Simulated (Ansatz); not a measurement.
Ansatz (a quantum-chemistry and plane-wave program) input:

Ansatz 0.2 input:
```yaml
crystal:
  lattice:
    - [3.2065612752, 0.0, 0.0]
    - [-1.6032806376, 2.7769635231, 0.0]
    - [0.0, 0.0, 3.1734774349]
  atoms:
    - { symbol: Mo, position: [0.0, 0.0, 0.0] }
    - { symbol: P, position: [0.6666666667, 0.3333333333, 0.5] }
kpoints:
  mp_grid: { grid: [21, 21, 18] }
hamiltonian:
  xc: pbesol
  pseudopotentials: { kind: paw }
scf:
  occupations: { method: fermi_dirac, width: 0.1 }
elastic: { mode: relaxed_ion, stencil: two_point, amplitude: 0.005, f_tol: 0.0005 }
```

Output (shortened):

```
Pseudopotential: Mo, paw, valence charge 14
Pseudopotential: P, paw, valence charge 5
Functional definition: PBEsol
Crystal: 2 atoms, lattice volume = 28.258 Å³
Basis set: ecut = 420 eV, 551 PW (Γ), exchange–correlation on 48×48×48 points (8 copies of the dense FFT grid, shifted against one another)
Bands: 14, of which v1, the nominal top of the filled ones, is band 10 counted from 1 (9 counted from 0)
Symmetry: 12 space group operations
Space group: P-6m2 (ITA 187), of the structure as read, at distance tolerance 3.0e-5 Å
k-points: 480 of 7938 (time reversal used)
SCF 1 converged in 8 iterations: F = -5639.050336 eV  dr2 = 5.15e-14
Crystal: 2 atoms, lattice volume = 28.117 Å³
Symmetry: 4 space group operations
k-points: 1210 of 7938 (time reversal used)
SCF 2 converged in 9 iterations: F = -5639.049367 eV  dr2 = 1.21e-14
relax step   1: F+E_penalty+E_count = -5639.04936746 eV  Δ(F+E_penalty+E_count) = +0.000e0 eV  max|allowed force component| = 3.993e-2 eV/Å  Δτ_max = 0.0000 Å  (9 SCF iters, accepted)
Crystal: 2 atoms, lattice volume = 28.117 Å³
SCF 3 converged in 7 iterations: F = -5639.049421 eV  dr2 = 5.80e-15
relax step   2: F+E_penalty+E_count = -5639.04942094 eV  Δ(F+E_penalty+E_count) = -5.348e-5 eV  max|allowed force component| = 5.078e-3 eV/Å  Δτ_max = 0.0012 Å  (7 SCF iters, accepted)
Crystal: 2 atoms, lattice volume = 28.117 Å³
SCF 4 converged in 10 iterations: F = -5639.049422 eV  dr2 = 0.0
relax step   3: F+E_penalty+E_count = -5639.04942181 eV  Δ(F+E_penalty+E_count) = -8.774e-7 eV  max|allowed force component| = 9.350e-6 eV/Å  Δτ_max = 0.0002 Å  (10 SCF iters, accepted)
Crystal: 2 atoms, lattice volume = 28.117 Å³
SCF 5 converged in 8 iterations: F = -5639.049422 eV  dr2 = 8.74e-16
Crystal: 2 atoms, lattice volume = 28.400 Å³
SCF 6 converged in 9 iterations: F = -5639.049593 eV  dr2 = 1.36e-14
relax step   1: F+E_penalty+E_count = -5639.04959313 eV  Δ(F+E_penalty+E_count) = +0.000e0 eV  max|allowed force component| = 3.849e-2 eV/Å  Δτ_max = 0.0000 Å  (9 SCF iters, accepted)
Crystal: 2 atoms, lattice volume = 28.400 Å³
SCF 7 converged in 7 iterations: F = -5639.049644 eV  dr2 = 6.52e-15
relax step   2: F+E_penalty+E_count = -5639.04964444 eV  Δ(F+E_penalty+E_count) = -5.131e-5 eV  max|allowed force component| = 7.152e-4 eV/Å  Δτ_max = 0.0013 Å  (7 SCF iters, accepted)
Crystal: 2 atoms, lattice volume = 28.400 Å³
SCF 8 converged in 8 iterations: F = -5639.049644 eV  dr2 = 1.15e-19
relax step   3: F+E_penalty+E_count = -5639.04964445 eV  Δ(F+E_penalty+E_count) = -1.776e-8 eV  max|allowed force component| = 1.317e-6 eV/Å  Δτ_max = 0.0000 Å  (8 SCF iters, accepted)
Crystal: 2 atoms, lattice volume = 28.400 Å³
SCF 9 converged in 8 iterations: F = -5639.049644 eV  dr2 = 9.84e-16
Crystal: 2 atoms, lattice volume = 28.117 Å³
SCF 10 converged in 7 iterations: F = -5639.049200 eV  dr2 = 9.39e-15
Crystal: 2 atoms, lattice volume = 28.400 Å³
SCF 11 converged in 5 iterations: F = -5639.049199 eV  dr2 = 7.59e-14
Crystal: 2 atoms, lattice volume = 28.258 Å³
Symmetry: 2 space group operations
k-points: 2090 of 7938 (time reversal used)
SCF 12 converged in 8 iterations: F = -5639.049929 eV  dr2 = 3.50e-14
relax step   1: F+E_penalty+E_count = -5639.04992861 eV  Δ(F+E_penalty+E_count) = +0.000e0 eV  max|allowed force component| = 7.790e-4 eV/Å  Δτ_max = 0.0000 Å  (8 SCF iters, accepted)
Crystal: 2 atoms, lattice volume = 28.258 Å³
SCF 13 converged in 8 iterations: F = -5639.049929 eV  dr2 = 1.34e-19
relax step   2: F+E_penalty+E_count = -5639.04992863 eV  Δ(F+E_penalty+E_count) = -2.053e-8 eV  max|allowed force component| = 9.770e-5 eV/Å  Δτ_max = 0.0000 Å  (8 SCF iters, accepted)
Crystal: 2 atoms, lattice volume = 28.258 Å³
SCF 14 converged in 8 iterations: F = -5639.049929 eV  dr2 = 9.36e-16
Crystal: 2 atoms, lattice volume = 28.258 Å³
SCF 15 converged in 8 iterations: F = -5639.049929 eV  dr2 = 3.46e-14
relax step   1: F+E_penalty+E_count = -5639.04992861 eV  Δ(F+E_penalty+E_count) = +0.000e0 eV  max|allowed force component| = 7.790e-4 eV/Å  Δτ_max = 0.0000 Å  (8 SCF iters, accepted)
Crystal: 2 atoms, lattice volume = 28.258 Å³
SCF 16 converged in 8 iterations: F = -5639.049929 eV  dr2 = 1.27e-19
relax step   2: F+E_penalty+E_count = -5639.04992863 eV  Δ(F+E_penalty+E_count) = -2.053e-8 eV  max|allowed force component| = 9.770e-5 eV/Å  Δτ_max = 0.0000 Å  (8 SCF iters, accepted)
Crystal: 2 atoms, lattice volume = 28.258 Å³
SCF 17 converged in 8 iterations: F = -5639.049929 eV  dr2 = 9.36e-16
SCF converged after 8 iterations
Free energy (F): -5639.050336 eV
Harris-Foulkes:  -5639.050336 eV  (|F-HF|=9.09e-13)
Internal energy: -5639.024891 eV  (E = F + TS)
E sigma→0 (E₀):  -5639.037613 eV
Entropy (-TS):   -0.025445 eV (-12.723 meV/atom)
Fermi energy:    17.479307 eV
--- Per-component energies (eV) ---
  E_band       = -58.464203
  E_kinetic    = 518.302107
  E_local      = -1015.754339  (includes V_loc(G=0)·N_el)
  E_nonlocal   = 178.514198
  E_hartree    = 353.370784
  E_xc         = -246.411491
  E_vxc        = -293.130987  (∫ρ·V_xc dr)
  E_paw        = -3698.272262  (= ΣΔE_a)
  E_vpaw       = -153.136793  (= ΣTr[D̂ρ^β])
  E_aug_tail   = 0.000045  (compensation charges beyond the density's cutoff)
  E_ewald      = -1729.029329
  E_core_change = 0.255395  (= ΣΔE_core)
  E_smearing   = -0.025445  (= −TS)
  E_closure    = 0.000000  (closes the sum)
  Σ components = -5639.050336   (vs F -5639.050336, Δ=0.00e0)
--- Forces (eV/Å), atoms counted from 1 ---
  atom   1  Mo     0.00000000     0.00000000     0.00000000
  atom   2  P      0.00000000     0.00000000     0.00000000
  max |Σ_I F_I| component: 1.48e-16 eV/Å
--- Stress (GPa, compression-positive) ---
        0.116662       0.000000       0.000000
        0.000000       0.116662       0.000000
        0.000000       0.000000      -0.012976
  P = ⅓ Tr σ = 0.0734 GPa (0.734 kbar)
--- Band table (eV; the first three rows and the last of 480) ---
  k-point 0: bands = ["-43.6096", "-17.7940", "-17.5764", "-17.5764", "3.4528", "13.1648", "14.1177", "14.1177", "16.8063", "17.7671", "17.7671", "21.6973", "21.6973", "23.0225"]
  k-point 1: bands = ["-43.6090", "-17.8038", "-17.5756", "-17.5756", "3.5047", "13.1099", "14.1419", "14.1419", "16.7723", "17.6271", "17.6271", "21.8167", "21.8167", "23.0645"]
  k-point 2: bands = ["-43.6071", "-17.8320", "-17.5732", "-17.5732", "3.6582", "12.9241", "14.2127", "14.2127", "16.7251", "17.2779", "17.2779", "22.0543", "22.0543", "23.1848"]
  k-point 479: bands = ["-43.5494", "-18.0176", "-17.8042", "-17.7724", "6.6200", "10.4668", "11.7110", "14.2355", "16.1103", "19.0527", "20.9117", "21.7626", "21.8134", "22.5055"]
--- Elastic constants: 3 strain directions × 2 members + reference (group order 12) ---
  dense FFT box of the reference and of every strained cell: 24×24×24
  strains applied: 11, 33, 23; error gains …
  C = ∂σ_k/∂η_j (tension-positive GPa; Voigt order 11 22 33 23 13 12):
       363.826    132.356    167.855      0.000      0.000      0.000
       132.356    363.826    167.855      0.000      0.000      0.000
       167.700    167.700    515.227      0.000      0.000      0.000
         0.000      0.000      0.000    184.340      0.000      0.000
         0.000      0.000      0.000      0.000    184.340      0.000
         0.000      0.000      0.000      0.000      0.000    115.735
  reference stress σ⁰ (GPa):     -0.117     -0.117      0.013      0.000      0.000      0.000
  moduli (Voigt/Reuss/Hill, GPa): K = 242.08/233.01/237.55   G = 148.55/141.18/144.86   E = 361.17   ν = 0.247
  mechanically stable: yes (min eigenvalue of sym C = 115.74 GPa)
  harmonic check of the ions' relaxations: strain 23: 1 pair too noisy to judge …
  the stresses are not corrected for the forces that the relaxations left standing (`elastic.f_tol`)
  strain η (Voigt 11):  stress-route row diagonal C_11 = 363.83 GPa, energy-path curvature d²(F+E_count+ΔE)/dδ²/Ω₀ = 363.81 GPa
         δ    σ_11 (GPa)             F (eV)   n_scf  n_hpsi   n_pw
    -5.000e-3      -1.9658       -5639.0494218       8  275893    571   relax 3 steps, max|allowed force component| 9.35e-6 eV/Å
     5.000e-3       1.6725       -5639.0496445       8  276616    580   relax 3 steps, max|allowed force component| 1.32e-6 eV/Å
  strain η (Voigt 33):  stress-route row diagonal C_33 = 515.23 GPa, energy-path curvature d²(F+E_count+ΔE)/dδ²/Ω₀ = 515.20 GPa
         δ    σ_33 (GPa)             F (eV)   n_scf  n_hpsi   n_pw
    -5.000e-3      -2.6003       -5639.0491999       7  118049    574   relax 0 steps, max|allowed force component| 1.85e-17 eV/Å
     5.000e-3       2.5520       -5639.0491988       5   93005    580   relax 0 steps, max|allowed force component| 1.85e-17 eV/Å
  strain η (Voigt 23):  stress-route row diagonal C_44 = 184.34 GPa, energy-path curvature d²(F+E_count+ΔE)/dδ²/Ω₀ = 184.38 GPa
         δ    σ_23 (GPa)             F (eV)   n_scf  n_hpsi   n_pw
    -5.000e-3      -0.9217       -5639.0499286       8  477108    575   relax 2 steps, max|allowed force component| 9.77e-5 eV/Å
     5.000e-3       0.9217       -5639.0499286       8  477295    575   relax 2 steps, max|allowed force component| 9.77e-5 eV/Å
```

Cost: very roughly 10 core-minutes on shared cores.

The cell was relaxed with PBEsol under the symmetry of its start. The run is not spin-polarised. As this level gives no gap, shear constants depend on the k-mesh and smearing (Fermi–Dirac, 0.1 eV here). Scalar-relativistic: spin–orbit coupling is off unless named, which matters more the heavier the elements.

Potentials: the later of the program's two PAW sets.

Ansatz is a plane-wave DFT program.
